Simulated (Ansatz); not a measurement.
Se (trigonal Se type, P3_121) at seven volumes, plane-wave PAW PBEsol (Ansatz code), shape and atoms relaxed at each. One row is withheld.

| V (Å³/atom) | P (GPa) |
|---|---|
| 21.934 | 3.34 |
| 22.657 | 1.89 |
| 23.380 | 0.84 |
| 24.103 | 0.00 |
| 24.826 | -0.54 |
| 25.549 | -1.00 |
| 26.272 | ? |

### Question
Fit the shown pressures and predict the withheld one.

### Answer
P = (3/2)B₀(x^(7/2) − x^(5/2))[1 + (3/4)(B′ − 4)(x − 1)] with x = (V₀/V)^(2/3). Least squares on the six rows gives V₀ = 24.124 Å³/atom, B₀ = 22.8 GPa, B′ = 9.50. At V = 26.272, x = 0.9447 and P = -1.27 GPa. The run itself gave -1.27 GPa.

Symmetry was held in the PBEsol relaxation. A crystal of weakly bound chains computed without a dispersion correction: the cell and the soft elastic constants depend strongly on that.

Potentials: the later of the program's two PAW sets.
